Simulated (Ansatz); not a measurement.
Given:

BN:
```
BN
1.0
    2.31931     0.00000     0.00000
    0.00000     2.31931     0.00000
    0.00000     0.00000     2.31931
B N
1 1
Direct
  0.00000   0.00000   0.00000
  0.50000   0.50000   0.50000
```

This is the PBE-relaxed structure.

### Question
All from PBE in the plane-wave PAW code Ansatz, unless another level is named. Estimate the electronic character.

### Answer
metallic (no gap).

### Question
What about the formation energy from the elements (no fitted shifts)?

### Answer
2.55 eV/atom.

### Question
Next, the density of states at the Fermi level?

### Answer
0.37 states/eV per atom (mean over ±0.08 eV).

Space group Pm-3m (CsCl type). A made-up cell: these elements were put on the sites of a structure type; neither database checked (COD, Materials Project) lists it. It is not the phase usual at ambient conditions (space group No. 186, 194, 216). Symmetry was held in the PBE relaxation; whether a distortion lowers the energy is not shown. The references are the lowest solids computed at this level, not always the standard phases (solids in place of the gases).

Potentials: the later of the program's two PAW sets.
